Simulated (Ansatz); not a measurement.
An Ansatz (a program for electronic structure) run. Input:

Ansatz 0.2 input:
```yaml
crystal:
  lattice:
    - [4.9598951286, 0.0, 0.0]
    - [0.0, 4.9598951286, 0.0]
    - [0.0, 0.0, 2.8569245769]
  atoms:
    - { symbol: Ta, position: [0.0, 0.0, 0.5] }
    - { symbol: Ta, position: [0.5, 0.5, 0.0] }
    - { symbol: O, position: [0.7146906933, 0.2853093067, 0.5] }
    - { symbol: O, position: [0.2853093067, 0.7146906933, 0.5] }
    - { symbol: O, position: [0.2146906933, 0.2146906933, 0.0] }
    - { symbol: O, position: [0.7853093067, 0.7853093067, 0.0] }
kpoints:
  mp_grid: { grid: [6, 6, 10] }
  band_path:
    path:
      - [[0.0, 0.0, 0.0], [0.0, 0.5, 0.0], [0.5, 0.5, 0.0], [0.0, 0.0, 0.0], [0.0, 0.0, 0.5], [0.0, 0.5, 0.5], [0.5, 0.5, 0.5], [0.0, 0.0, 0.5]]  # Γ-X-M-Γ-Z-R-A-Z
      - [[0.0, 0.5, 0.0], [0.0, 0.5, 0.5]]  # X-R
      - [[0.5, 0.5, 0.0], [0.5, 0.5, 0.5]]  # M-A
    npoints: 8
hamiltonian:
  xc: r2scan
  pseudopotentials: { kind: paw }
magnetization: { noncollinear: true, spin_orbit: true }
scf:
  n_extra_bands: 12
  convergence: { dr2_threshold: 0.0000000001 }
  occupations: { method: gaussian, width: 0.05 }
output: { eigenvalues: true }
```

Output (shortened):

```
Pseudopotential: Ta, paw_fr, valence charge 13
Pseudopotential: O, paw_fr, valence charge 6
Functional definition: r2SCAN
non-collinear run that drives no moment, with spin-orbit …
Crystal: 6 atoms, lattice volume = 70.282 Å³
Basis set: ecut = 500 eV, 1775 PW (Γ), exchange–correlation on 160×160×96 points (64 copies of the dense FFT grid, shifted against one another)
Bands: 62, of which v1, the nominal top of the filled ones, is band 50 counted from 1 (49 counted from 0)
Symmetry: 16 space group operations + 16 with time reversal
k-points: 60 of 360
Projection manifold: j_resolved (fully-relativistic pseudo-atomic orbitals)
SCF iter   1: F=—  HF=-22121.307581 eV  |F-HF|=—  |Δ(HF+E_count)|=         —  Δρ=6.06e-2  dr2=2.09e0  dr2_τ=1.24e-1  dr2_m=0.00e0 (ungated)  ethr=3.10e-3  |M|=0.00e0 ∫|m|=0.00e0 μB  |m|>n=0.0e0 m-floor=0.0e0 τ_xc=0.0e0  β_m=0.30  ⟨swp⟩=6.0  Hψ=8761  notcnv=0  defer=28
preconditioner: auto → Kerker (q_TF=auto, 2.578 Å⁻¹)
spin=Noncollinear: Kerker preconditioning applied to the charge; magnetization (m_x, m_y, m_z) channels mix plain (no charge-response kernel on spin).
SCF iter   2: F=—  HF=-22121.413751 eV  |F-HF|=—  |Δ(HF+E_count)|=   1.06e-1  Δρ=4.67e-2  dr2=1.25e0  dr2_τ=1.60e-2  dr2_m=0.00e0 (ungated)  ethr=3.10e-3  |M|=0.00e0 ∫|m|=0.00e0 μB  |m|>n=0.0e0 m-floor=0.0e0 τ_xc=0.0e0  β_m=0.65  ⟨swp⟩=1.9  Hψ=2331  notcnv=0  defer=276
SCF iter   3: F=—  HF=-22121.473269 eV  |F-HF|=—  |Δ(HF+E_count)|=   5.95e-2  Δρ=1.01e-2  dr2=1.16e-1  dr2_τ=2.93e-3  dr2_m=0.00e0 (ungated)  ethr=2.49e-3  |M|=0.00e0 ∫|m|=0.00e0 μB  |m|>n=0.0e0 m-floor=0.0e0 τ_xc=0.0e0  β_m=0.70  ⟨swp⟩=2.9  Hψ=3149  notcnv=0  defer=276
SCF iter   4: F=—  HF=-22121.458883 eV  |F-HF|=—  |Δ(HF+E_count)|=   1.44e-2  Δρ=4.74e-3  dr2=2.12e-2  dr2_τ=1.97e-4  dr2_m=0.00e0 (ungated)  ethr=2.32e-4  |M|=0.00e0 ∫|m|=0.00e0 μB  |m|>n=0.0e0 m-floor=0.0e0 τ_xc=0.0e0  β_m=0.85  ⟨swp⟩=2.1  Hψ=2893  notcnv=0  defer=276
SCF iter   5: F=—  HF=-22121.460880 eV  |F-HF|=—  |Δ(HF+E_count)|=   2.00e-3  Δρ=1.31e-3  dr2=1.26e-3  dr2_τ=2.94e-5  dr2_m=0.00e0 (ungated)  ethr=4.25e-5  |M|=0.00e0 ∫|m|=0.00e0 μB  |m|>n=0.0e0 m-floor=0.0e0 τ_xc=0.0e0  β_m=0.92  ⟨swp⟩=2.4  Hψ=2754  notcnv=0  defer=276
SCF iter   6: F=—  HF=-22121.461185 eV  |F-HF|=—  |Δ(HF+E_count)|=   3.05e-4  Δρ=4.65e-4  dr2=1.94e-4  dr2_τ=2.28e-6  dr2_m=0.00e0 (ungated)  ethr=2.52e-6  |M|=0.00e0 ∫|m|=0.00e0 μB  |m|>n=0.0e0 m-floor=0.0e0 τ_xc=0.0e0  β_m=0.96  ⟨swp⟩=2.0  Hψ=2822  notcnv=0  defer=272
SCF iter   7: F=—  HF=-22121.461215 eV  |F-HF|=—  |Δ(HF+E_count)|=   3.03e-5  Δρ=8.90e-5  dr2=4.41e-6  dr2_τ=6.49e-8  dr2_m=0.00e0 (ungated)  ethr=3.87e-7  |M|=0.00e0 ∫|m|=0.00e0 μB  |m|>n=0.0e0 m-floor=0.0e0 τ_xc=0.0e0  β_m=0.98  ⟨swp⟩=2.2  Hψ=2690  notcnv=0  defer=272
SCF iter   8: F=—  HF=-22121.461184 eV  |F-HF|=—  |Δ(HF+E_count)|=   3.12e-5  Δρ=1.66e-5  dr2=1.74e-7  dr2_τ=2.47e-9  dr2_m=0.00e0 (ungated)  ethr=8.82e-9  |M|=0.00e0 ∫|m|=0.00e0 μB  |m|>n=0.0e0 m-floor=0.0e0 τ_xc=0.0e0  β_m=0.99  ⟨swp⟩=2.1  Hψ=2776  notcnv=0  defer=272
SCF iter  11: F=-22121.461184 eV  HF=-22121.461184 eV  |F-HF|=7.28e-12  |Δ(HF+E_count)|=  1.02e-10  Δρ=9.36e-8  dr2=4.23e-12  dr2_τ=1.61e-13  dr2_m=0.00e0 (ungated)  ethr=1.00e-12  |M|=0.00e0 ∫|m|=0.00e0 μB  |m|>n=0.0e0 m-floor=0.0e0 τ_xc=0.0e0  ⟨swp⟩=11.2  Hψ=6047  notcnv=0
SCF 1 converged in 11 iterations: F = -22121.461184 eV  dr2 = 4.23e-12
NSCF: frozen V_eff on 75 k-points
SCF converged after 11 iterations
Magnetization: |M| = 0.0000 μB,  M = (+0.0000, +0.0000, +0.0000) μB
Absolute magnetization: 0.0000 μB (∫|m|)
  site 0: m = (+0.0000, +0.0000, +0.0000) μB, |m| = 0.0000 μB  (R = 0.83 Å)
  site 1: m = (+0.0000, +0.0000, +0.0000) μB, |m| = 0.0000 μB  (R = 0.83 Å)
  site 2: m = (+0.0000, +0.0000, +0.0000) μB, |m| = 0.0000 μB  (R = 0.83 Å)
  site 3: m = (+0.0000, +0.0000, +0.0000) μB, |m| = 0.0000 μB  (R = 0.83 Å)
  site 4: m = (+0.0000, +0.0000, +0.0000) μB, |m| = 0.0000 μB  (R = 0.83 Å)
  site 5: m = (+0.0000, +0.0000, +0.0000) μB, |m| = 0.0000 μB  (R = 0.83 Å)
Free energy (F): -22121.461184 eV
Harris-Foulkes:  -22121.461184 eV  (|F-HF|=7.28e-12)
Internal energy: -22121.458963 eV  (E = F + TS)
E sigma→0 (E₀):  -22121.460073 eV
Entropy (-TS):   -0.002222 eV (-0.370 meV/atom)
Fermi energy:    13.792032 eV
--- Per-component energies (eV) ---
  E_band       = -385.594394
  E_kinetic    = 1440.158814
  E_local      = -2836.892671  (includes V_loc(G=0)·N_el)
  E_nonlocal   = 211.710804
  E_hartree    = 1002.009948
  E_xc         = -701.583744
  E_vxc        = -864.962264  (∫ρ·V_xc dr)
  E_paw        = -17432.608763  (= ΣΔE_a)
  E_vpaw       = -388.600262  (= ΣTr[D̂ρ^β])
  E_aug_tail   = 0.004180  (compensation charges beyond the density's cutoff)
  E_vtau       = 48.967129  (kinetic-family band-sum trace: ∫τ·v_τ [+ j·A + Jᵃ·Aᵃ] dr)
  E_ewald      = -3802.564029
  E_core_change = -1.693501  (= ΣΔE_core)
  E_smearing   = -0.002222  (= −TS)
  E_closure    = 0.000000  (closes the sum)
  Σ components = -22121.461184   (vs F -22121.461184, Δ=0.00e0)
  [band-id]    e_kinetic+e_local+e_nonlocal+2·e_hartree+e_vxc+e_vpaw+e_augmentation_tail+e_vtau = -385.594375   (vs E_band -385.594394, Δ=1.90e-5)
--- Band table (eV; the first three rows and the last of 60) ---
  k-point 0: bands = ["-57.8167", "-57.8167", "-57.8107", "-57.8107", "-30.0121", "-30.0121", "-29.9485", "-29.9485", "-21.7379", "-21.7379", "-21.4468", "-21.4468", "-21.1705", "-21.1705", "-21.0493", "-21.0493", "-8.8845", "-8.8845", "-8.0459", "-8.0459", …
  k-point 1: bands = ["-57.8110", "-57.8110", "-57.8052", "-57.8052", "-30.0233", "-30.0233", "-29.9632", "-29.9632", "-21.7148", "-21.7148", "-21.4446", "-21.4446", "-21.2355", "-21.2355", "-21.1294", "-21.1294", "-8.7631", "-8.7631", "-7.9678", "-7.9678", …
  k-point 2: bands = ["-57.7960", "-57.7960", "-57.7911", "-57.7911", "-30.0533", "-30.0533", "-30.0031", "-30.0031", "-21.6584", "-21.6584", "-21.5023", "-21.5023", "-21.3344", "-21.3344", "-21.3230", "-21.3230", "-8.4419", "-8.4419", "-7.7797", "-7.7797", …
  k-point 59: bands = ["-57.7553", "-57.7553", "-57.7553", "-57.7553", "-30.1266", "-30.1266", "-30.1266", "-30.1266", "-21.8795", "-21.8795", "-21.8795", "-21.8795", "-21.3576", "-21.3576", "-21.3576", "-21.3576", "-7.6701", "-7.6701", "-7.6701", "-7.6701", …
```

Cost: very roughly 2.3 core-minutes on shared cores.

Space group P4_2/mnm (rutile). The workflow started from a Materials Project entry (that database holds measured and hypothetical structures alike); the Crystallography Open Database copy checked does not list it. Its standing as an ambient phase is unchecked. The r²SCAN relaxation kept the symmetry of its start; of distortions, only those at the zone centre were tested. No spin polarisation was allowed.

Potentials: the later of the program's two PAW sets.

Ansatz is a plane-wave DFT program.
